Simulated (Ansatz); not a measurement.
A scan (energy against volume; even scaling of the relaxed cell, symmetry kept) gave these values. All values below come from PBEsol (plane waves to 420 eV, PAW, scalar-relativistic; Ansatz, a first-principles code).

The bulk modulus B₀ (third-order Birch-Murnaghan fit) is 12.8 GPa, the pressure derivative B₀′ (fit) is 5.3 and the equilibrium volume of the fit comes out as 45.78 Å³/atom.

Question: Of these crystals, all scanned alike, which one is it?
(A) Cu₂O (cuprite type, space group Pn-3m)
(B) CsI (CsCl type)
(C) AgBr (rock salt)
(D) CoSi₂ (fluorite type, space group Fm-3m)

Answer: B, CsI (CsCl type). The others have, for the bulk modulus: AgBr 52.3 GPa, CoSi2 193 GPa, Cu2O 131 GPa

All were relaxed with their symmetry unable to fall. CoSi2 is run without spin polarisation. Cu2O is run without spin polarisation. Spin-orbit coupling is left out.

(A scan under strain: stresses follow from slopes of the energy per volume, elastic moduli from its curvatures.)
